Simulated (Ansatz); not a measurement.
HfO2 (tetragonal-ZrO2 type, space group P4_2/nmc)

```
CELL_PARAMETERS angstrom
      3.56753     0.00000     0.00000
      0.00000     3.56753     0.00000
      0.00000     0.00000     5.16669
ATOMIC_POSITIONS crystal
  Hf 0.00000 0.00000 0.00000
  Hf 0.50000 0.50000 0.50000
  O  0.00000 0.50000 0.20010
  O  0.00000 0.50000 0.70010
  O  0.50000 0.00000 0.29990
  O  0.50000 0.00000 0.79990
```

E(V) scan at fixed shape, V₀ the volume above. The atoms relax within the cell's symmetry.

These are PBEsol (plane waves to 420 eV, PAW, scalar-relativistic; Ansatz, a first-principles code) values and carry that method's errors. k mesh 9×9×7 (Γ-centred), Fermi-Dirac smearing 0.05 eV. Compression counts positive. HfO2 is run without spin polarisation. HfO2 was relaxed with its symmetry unable to fall. Spin-orbit coupling is left out, though Hf is heavy. The PAW data are Ansatz's earlier set. This is a high-temperature form of HfO2.

At one point of the scan the stress tensor (GPa) is:

```
  -22.4      0.0      0.0
    0.0    -22.4      0.0
    0.0      0.0    -12.6
```

Question: Which point is it?
A) V/V₀ = 1.133
B) V/V₀ = 1.080
C) V/V₀ = 1.053
D) V/V₀ = 1.107

Answer: A, V/V₀ = 1.133

(A scan under strain: stresses follow from slopes of the energy per volume, elastic moduli from its curvatures.)
